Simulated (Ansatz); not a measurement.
Relaxed-ion elastic tensor of HfO2 in space group P4_2/nmc (No. 137; Hf on 2a, O on 4d) in GPa (Voigt order), plane-wave PAW PBEsol (Ansatz code); density 10.63 g/cm³, 10.96 Å³ per atom.

```
 388   240  73.1   0.0   0.0   0.0
 240   388  73.1   0.0   0.0   0.0
73.1  73.1   321   0.0   0.0   0.0
 0.0   0.0   0.0  24.1   0.0   0.0
 0.0   0.0   0.0   0.0  24.1   0.0
 0.0   0.0   0.0   0.0   0.0   179
```

Question: Is the crystal mechanically stable?

Answer: Yes: the smallest eigenvalue of C is 24.1 GPa.

Question: Work out the Voigt, Reuss and Hill averages.

Answer: K_V = 208, K_R = 195, K_H = 201; G_V = 92.8, G_R = 46.0, G_H = 69.4 GPa.

Question: Give Young's modulus, Poisson's ratio, Pugh's ratio and the universal anisotropy index.

Answer: E = 9KG/(3K + G) = 187 GPa; ν = 0.35; K/G = 2.90 (ductile by the Pugh limit of 1.75); A_U = 5G_V/G_R + K_V/K_R − 6 = 5.16.

Question: Estimate the sound speeds and the Debye temperature.

Answer: v_l = √((K + 4G/3)/ρ) = 5260 m/s, v_t = √(G/ρ) = 2550 m/s, mean 2870 m/s; Θ = (h/k)(3n/4πV)^(1/3) v_m = 385 K.

Question: How much does each axis shrink under pressure?

Answer: Linear compressibilities β_i = Σ_j S_ij (j = 1 to 3): x 1.3, y 1.3, z 2.5 per TPa.

This is a known high-temperature phase of the composition, computed here at zero pressure and temperature. The PBEsol relaxation kept the symmetry of its start; whether a distortion lowers the energy is not shown. No spin polarisation was allowed. Scalar-relativistic: spin–orbit coupling is off unless named, which matters more the heavier the elements.

Potentials: the later of the program's two PAW sets.
